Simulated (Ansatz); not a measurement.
Ansatz (a program for electronic structure) input:

Ansatz 0.2 input:
```yaml
crystal:
  lattice:
    - [2.6229788019, 0.0, 0.0]
    - [0.0, 2.6229788019, 0.0]
    - [0.0, 0.0, 3.6799117435]
  atoms:
    - { symbol: Co, position: [0.0, 0.0, 0.0] }
    - { symbol: Mo, position: [0.5, 0.5, 0.5] }
kpoints:
  mp_grid: { grid: [11, 11, 8] }
  band_path:
    path:
      - [[0.0, 0.0, 0.0], [0.0, 0.5, 0.0], [0.5, 0.5, 0.0], [0.0, 0.0, 0.0], [0.0, 0.0, 0.5], [0.0, 0.5, 0.5], [0.5, 0.5, 0.5], [0.0, 0.0, 0.5]]  # Γ-X-M-Γ-Z-R-A-Z
      - [[0.0, 0.5, 0.0], [0.0, 0.5, 0.5]]  # X-R
      - [[0.5, 0.5, 0.0], [0.5, 0.5, 0.5]]  # M-A
    npoints: 8
hamiltonian:
  xc: r2scan
  pseudopotentials: { azcp: { folder: ./paw }, kind: paw_fr }
magnetization: { noncollinear: true, spin_orbit: true }
scf:
  n_extra_bands: 13
  convergence: { dr2_threshold: 0.0000000001 }
  occupations: { method: gaussian, width: 0.05 }
output: { eigenvalues: true }
```

Output (shortened):

```
Pseudopotential: Co, paw, valence charge 17
Pseudopotential: Mo, paw, valence charge 14
Functional definition: r2SCAN
non-collinear run that drives no moment, with spin-orbit …
Crystal: 2 atoms, lattice volume = 25.318 Å³
Basis set: ecut = 500 eV, 657 PW (Γ), exchange–correlation on 80×80×108 points (64 copies of the dense FFT grid, shifted against one another)
Bands: 44, of which v1, the nominal top of the filled ones, is band 31 counted from 1 (30 counted from 0)
Symmetry: 16 space group operations + 16 with time reversal
k-points: 105 of 968
Projection manifold: j_resolved (fully-relativistic pseudo-atomic orbitals)
SCF iter   1: F=—  HF=-10097.424549 eV  |F-HF|=—  |Δ(HF+E_count)|=         —  Δρ=4.13e-1  dr2=5.15e1  dr2_τ=2.45e-1  dr2_m=0.00e0 (ungated)  ethr=3.10e-3  |M|=0.00e0 ∫|m|=0.00e0 μB  |m|>n=0.0e0 m-floor=0.0e0 τ_xc=0.0e0  β_m=0.30  ⟨swp⟩=6.6  Hψ=10655  notcnv=0  defer=120
preconditioner: auto → none
SCF iter   2: F=—  HF=-10093.040732 eV  |F-HF|=—  |Δ(HF+E_count)|=    4.38e0  Δρ=2.07e-1  dr2=5.82e0  dr2_τ=1.70e-1  dr2_m=0.00e0 (ungated)  ethr=3.10e-3  |M|=0.00e0 ∫|m|=0.00e0 μB  |m|>n=0.0e0 m-floor=0.0e0 τ_xc=0.0e0  β_m=0.26  ⟨swp⟩=3.0  Hψ=5206  notcnv=0  defer=586
SCF iter   3: F=—  HF=-10091.783876 eV  |F-HF|=—  |Δ(HF+E_count)|=    1.26e0  Δρ=6.77e-2  dr2=6.15e-1  dr2_τ=1.93e-2  dr2_m=0.00e0 (ungated)  ethr=3.10e-3  |M|=0.00e0 ∫|m|=0.00e0 μB  |m|>n=0.0e0 m-floor=0.0e0 τ_xc=0.0e0  β_m=0.35  ⟨swp⟩=2.9  Hψ=4748  notcnv=0  defer=608
SCF iter   4: F=—  HF=-10091.687918 eV  |F-HF|=—  |Δ(HF+E_count)|=   9.60e-2  Δρ=1.98e-2  dr2=4.26e-2  dr2_τ=9.51e-4  dr2_m=0.00e0 (ungated)  ethr=1.98e-3  |M|=0.00e0 ∫|m|=0.00e0 μB  |m|>n=0.0e0 m-floor=0.0e0 τ_xc=0.0e0  β_m=0.51  ⟨swp⟩=3.4  Hψ=4144  notcnv=0  defer=608
SCF iter   5: F=—  HF=-10091.712670 eV  |F-HF|=—  |Δ(HF+E_count)|=   2.48e-2  Δρ=1.33e-2  dr2=4.03e-2  dr2_τ=2.23e-4  dr2_m=0.00e0 (ungated)  ethr=1.38e-4  |M|=0.00e0 ∫|m|=0.00e0 μB  |m|>n=0.0e0 m-floor=0.0e0 τ_xc=0.0e0  β_m=0.59  ⟨swp⟩=2.3  Hψ=3228  notcnv=0  defer=602
SCF iter   6: F=—  HF=-10091.712504 eV  |F-HF|=—  |Δ(HF+E_count)|=   1.65e-4  Δρ=5.13e-3  dr2=6.08e-3  dr2_τ=2.86e-5  dr2_m=0.00e0 (ungated)  ethr=1.30e-4  |M|=0.00e0 ∫|m|=0.00e0 μB  |m|>n=0.0e0 m-floor=0.0e0 τ_xc=0.0e0  β_m=0.62  ⟨swp⟩=2.1  Hψ=2576  notcnv=0  defer=602
SCF iter   7: F=—  HF=-10091.712274 eV  |F-HF|=—  |Δ(HF+E_count)|=   2.30e-4  Δρ=1.16e-3  dr2=2.42e-4  dr2_τ=6.51e-7  dr2_m=0.00e0 (ungated)  ethr=1.96e-5  |M|=0.00e0 ∫|m|=0.00e0 μB  |m|>n=0.0e0 m-floor=0.0e0 τ_xc=0.0e0  β_m=0.68  ⟨swp⟩=1.9  Hψ=2500  notcnv=0  defer=596
SCF iter   8: F=—  HF=-10091.712280 eV  |F-HF|=—  |Δ(HF+E_count)|=   5.98e-6  Δρ=7.70e-4  dr2=1.33e-4  dr2_τ=5.69e-7  dr2_m=0.00e0 (ungated)  ethr=7.79e-7  |M|=0.00e0 ∫|m|=0.00e0 μB  |m|>n=0.0e0 m-floor=0.0e0 τ_xc=0.0e0  β_m=0.68  ⟨swp⟩=1.1  Hψ=2016  notcnv=0  defer=596
SCF iter  12: F=-10091.712271 eV  HF=-10091.712271 eV  |F-HF|=6.18e-11  |Δ(HF+E_count)|=  4.46e-10  Δρ=5.55e-7  dr2=6.73e-11  dr2_τ=2.73e-13  dr2_m=0.00e0 (ungated)  ethr=1.00e-12  |M|=0.00e0 ∫|m|=0.00e0 μB  |m|>n=0.0e0 m-floor=0.0e0 τ_xc=0.0e0  ⟨swp⟩=8.3  Hψ=9810  notcnv=0
SCF 1 converged in 12 iterations: F = -10091.712271 eV  dr2 = 6.73e-11
NSCF: frozen V_eff on 75 k-points
SCF converged after 12 iterations
Magnetization: |M| = 0.0000 μB,  M = (+0.0000, +0.0000, +0.0000) μB
Absolute magnetization: 0.0000 μB (∫|m|)
  site 0: m = (+0.0000, +0.0000, +0.0000) μB, |m| = 0.0000 μB  (R = 1.08 Å)
  site 1: m = (+0.0000, +0.0000, +0.0000) μB, |m| = 0.0000 μB  (R = 1.08 Å)
Free energy (F): -10091.712271 eV
Harris-Foulkes:  -10091.712271 eV  (|F-HF|=6.18e-11)
Internal energy: -10091.711071 eV  (E = F + TS)
E sigma→0 (E₀):  -10091.711671 eV
Entropy (-TS):   -0.001200 eV (-0.600 meV/atom)
Fermi energy:    20.778034 eV
--- Per-component energies (eV) ---
  E_band       = -294.969985
  E_kinetic    = 716.577203
  E_local      = -3540.966656  (includes V_loc(G=0)·N_el)
  E_nonlocal   = 584.663420
  E_hartree    = 1519.551380
  E_xc         = -258.472467
  E_vxc        = -375.961724  (∫ρ·V_xc dr)
  E_paw        = -4805.323062  (= ΣΔE_a)
  E_vpaw       = -744.468649  (= ΣTr[D̂ρ^β])
  E_aug_tail   = -0.000052  (compensation charges beyond the density's cutoff)
  E_vtau       = 26.084222  (kinetic-family band-sum trace: ∫τ·v_τ [+ j·A + Jᵃ·Aᵃ] dr)
  E_ewald      = -4307.224279
  E_core_change = -0.516558  (= ΣΔE_core)
  E_smearing   = -0.001200  (= −TS)
  E_closure    =  0.000000  (closes the sum)
  Σ components = -10091.712271   (vs F -10091.712271, Δ=0.00e0)
  [band-id]    e_kinetic+e_local+e_nonlocal+2·e_hartree+e_vxc+e_vpaw+e_augmentation_tail+e_vtau = -294.969476   (vs E_band -294.969985, Δ=5.09e-4)
--- Band table (eV; the first three rows and the last of 105) ---
  k-point 0: bands = ["-77.4938", "-77.4938", "-42.1493", "-42.1493", "-40.5801", "-40.5801", "-38.7822", "-38.7822", "-38.6951", "-38.6951", "-16.7503", "-16.7503", "-14.4016", "-14.4016", "-13.9081", "-13.9081", "12.4282", "12.4282", "15.4081", "15.4081", …
  k-point 1: bands = ["-77.4937", "-77.4937", "-42.1512", "-42.1512", "-40.5787", "-40.5787", "-38.7808", "-38.7808", "-38.6950", "-38.6950", "-16.7555", "-16.7555", "-14.4089", "-14.4089", "-13.9083", "-13.9083", "12.6698", "12.6698", "15.5052", "15.5052", …
  k-point 2: bands = ["-77.4937", "-77.4937", "-42.1559", "-42.1559", "-40.5752", "-40.5752", "-38.7774", "-38.7774", "-38.6949", "-38.6949", "-16.7681", "-16.7681", "-14.4264", "-14.4264", "-13.9087", "-13.9087", "13.3527", "13.3527", "15.7281", "15.7281", …
  k-point 104: bands = ["-77.4749", "-77.4749", "-41.7721", "-41.7721", "-40.6289", "-40.6289", "-38.8018", "-38.8018", "-38.7911", "-38.7911", "-17.3810", "-17.3810", "-15.1905", "-15.1905", "-14.6487", "-14.6487", "15.6774", "15.6774", "17.4351", "17.4351", …
```

Cost: about 60 core-seconds (a rough figure) on shared cores.

Space group P4/mmm (L1₀ or tetragonal B2). The start of the workflow was typed in or built on a structure type; neither database checked (COD, Materials Project) lists it. Whether it is the stable phase at ambient conditions was not checked. Symmetry was held in the r²SCAN relaxation; its stability against distortions is not shown here. No spin polarisation was allowed. Its formation energy is positive at this level, so the cell may be metastable or incomplete.

Potentials: the earlier of the program's two PAW sets.

Ansatz is a plane-wave DFT program.
